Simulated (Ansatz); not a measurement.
Ta (Fm-3m), random displacements

These are results of DFT r2SCAN, scalar-relativistic, plane waves, PAW in Ansatz 0.2.0, not measurements. The runs took a 500 eV cutoff, a Γ-centred 10×10×10 mesh and Gaussian smearing (0.15 eV). Spin–orbit coupling is left out, which can shift energies with elements as heavy as these. No spin polarisation. Energies are free energies at this smearing, counted from the undisturbed cell; pressure is positive in compression.

The undisturbed cell (as given, not relaxed at this level; this fcc form isn't the usual structure):

```yaml
crystal:
  lattice:
    - [0.00000, 4.22000, 4.22000]
    - [4.22000, 0.00000, 4.22000]
    - [4.22000, 4.22000, 0.00000]
  atoms:
    - { symbol: Ta, position: [0.00000, 0.00000, 0.00000] }
    - { symbol: Ta, position: [0.00000, 0.00000, 0.50000] }
    - { symbol: Ta, position: [0.00000, 0.50000, 0.00000] }
    - { symbol: Ta, position: [0.00000, 0.50000, 0.50000] }
    - { symbol: Ta, position: [0.50000, 0.00000, 0.00000] }
    - { symbol: Ta, position: [0.50000, 0.00000, 0.50000] }
    - { symbol: Ta, position: [0.50000, 0.50000, 0.00000] }
    - { symbol: Ta, position: [0.50000, 0.50000, 0.50000] }
```

The atoms are displaced (Å, in the unstrained cell):

| atom | ux | uy | uz |
| --- | --- | --- | --- |
| Ta1 | -0.030 | -0.059 | -0.006 |
| Ta2 | 0.001 | 0.006 | 0.040 |
| Ta3 | 0.016 | -0.019 | -0.019 |
| Ta4 | -0.023 | -0.001 | -0.016 |
| Ta5 | 0.017 | 0.036 | 0.029 |
| Ta6 | 0.004 | 0.024 | -0.038 |
| Ta7 | 0.004 | 0.016 | -0.004 |
| Ta8 | 0.011 | -0.004 | 0.013 |

Strain (Voigt, engineering shear): (0.0036, 0.0003, -0.0149, 0.0086, 0.0204, 0.0256).

Task: What are the energy change, the stress and the forces?

Result: ΔE = 12.4 meV/atom; stress (xx, yy, zz, yz, xz, xy; compression positive) (1.70, 1.36, -0.92, -0.42, -1.49, -1.40) GPa.
```tsv
atom	Fx (eV/Å)	Fy	Fz
Ta1	0.35	0.84	0.12
Ta2	-0.41	-0.37	-0.46
Ta3	-0.42	-0.04	0.19
Ta4	0.25	0.02	0.42
Ta5	-0.13	-0.60	-0.33
Ta6	0.14	0.19	0.57
Ta7	0.31	-0.02	-0.11
Ta8	-0.09	-0.03	-0.40
```

Cost: 1 run of about 9.5 core-minutes, on Oxide Virtual Turin-like Processor (Zen 5) (shared hosts).